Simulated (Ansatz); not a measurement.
CsPbCl3:
```cif
data_Cl3CsPb
_chemical_formula_sum 'Cs1 Pb1 Cl3'
_space_group_name_H-M_alt 'Pm-3m'
_space_group_IT_number 221
_space_group_name_Hall '-P 4 2 3'
_cell_length_a 5.61553
_cell_length_b 5.61553
_cell_length_c 5.61553
_cell_angle_alpha 90.000
_cell_angle_beta 90.000
_cell_angle_gamma 90.000
loop_
_atom_site_label
_atom_site_type_symbol
_atom_site_symmetry_multiplicity
_atom_site_Wyckoff_symbol
_atom_site_fract_x
_atom_site_fract_y
_atom_site_fract_z
_atom_site_occupancy
Cs1 Cs 1 b 0.50000 0.50000 0.50000 1
Pb1 Pb 1 a 0.00000 0.00000 0.00000 1
Cl1 Cl 3 d 0.00000 0.00000 0.50000 1
```

Relaxed with PBEsol.

Q: Which orbitals make up the states near the band edges in the program Ansatz at the PBEsol level (PAW)?

A: Top 1 eV of the valence band: Cl 3p 63 %, Pb 6s 28 %, Pb 6p 7 %. Bottom 1 eV of the conduction band: Pb 6p 78 %, Cl 3p 8 %, Cl 3s 8 %, outside the projected shells 5 %. Projections are on Löwdin-orthogonalised atomic valence shells; empty p or d shells of many metals are not among them.

Q: Tabulate the density of states.

A: States/eV per cell of 5 atoms, in 0.25 eV bins, energy from the valence-band maximum.

```
E (eV)  total  Cl 3p  Pb 6p  Cs 6s
------  -----  -----  -----  -----
-7.85    1.73   0.31   0.02   0.00
-7.60    1.01   0.20   0.02   0.00
-7.35    0.46   0.08   0.01   0.00
-7.10    0.23   0.03   0.00   0.00
-6.85    0.06   0.00   0.00   0.00
-6.60    0.00   0.00   0.00   0.00
-6.35    0.00   0.00   0.00   0.00
-6.10    0.00   0.00   0.00   0.00
-5.85    0.00   0.00   0.00   0.00
-5.60    0.00   0.00   0.00   0.00
-5.35    0.00   0.00   0.00   0.00
-5.10    0.00   0.00   0.00   0.00
-4.85    0.00   0.00   0.00   0.00
-4.60    2.63   1.93   0.67   0.00
-4.35    4.34   3.22   1.03   0.00
-4.10    2.27   1.71   0.47   0.00
-3.85    2.24   1.73   0.40   0.01
-3.60    2.86   2.27   0.38   0.05
-3.35    6.91   5.94   0.36   0.38
-3.10    5.13   4.80   0.16   0.03
-2.85   11.27  10.94   0.10   0.00
-2.60   16.60  16.29   0.08   0.01
-2.35   10.09   9.86   0.07   0.01
-2.10    1.84   1.64   0.04   0.01
-1.85    1.28   0.94   0.07   0.01
-1.60    1.53   1.09   0.08   0.00
-1.35    1.17   0.78   0.08   0.00
-1.10    0.98   0.64   0.07   0.00
-0.85    0.56   0.35   0.04   0.00
-0.60    0.22   0.13   0.02   0.00
-0.35    0.08   0.05   0.01   0.00
-0.10    0.01   0.01   0.00   0.00
0.15     0.00   0.00   0.00   0.00
0.40     0.00   0.00   0.00   0.00
0.65     0.00   0.00   0.00   0.00
0.90     0.00   0.00   0.00   0.00
1.15     0.00   0.00   0.00   0.00
1.40     0.00   0.00   0.00   0.00
1.65     0.00   0.00   0.00   0.00
1.90     0.16   0.00   0.13   0.00
2.15     0.58   0.02   0.47   0.00
2.40     1.40   0.10   1.10   0.00
2.65     2.09   0.19   1.61   0.00
2.90     2.28   0.26   1.71   0.01
3.15     1.76   0.24   1.27   0.02
3.40     1.70   0.24   1.04   0.20
3.65     2.14   0.29   1.05   0.50
3.90     2.13   0.33   1.10   0.39
4.15     1.70   0.28   0.98   0.18
4.40     3.19   0.33   1.16   0.58
4.65     3.40   0.39   1.16   0.63
4.90     4.84   0.51   1.41   0.95
5.15     8.90   0.70   1.68   1.60
5.40     5.75   0.15   0.24   0.47
5.65     7.35   0.14   0.25   0.22
5.90     4.85   0.09   0.16   0.13
6.15     8.36   0.27   0.60   0.26
6.40     6.56   0.10   0.18   0.20
6.65     2.73   0.03   0.05   0.04
```

This is a known high-temperature phase of the composition, computed here at zero pressure and temperature. The cell was relaxed with PBEsol under the symmetry of its start; of distortions, only those at the zone centre were tested, and some modes there are weakly imaginary. Scalar-relativistic: spin–orbit coupling is off unless named, which matters more the heavier the elements.

Potentials: the later of the program's two PAW sets.
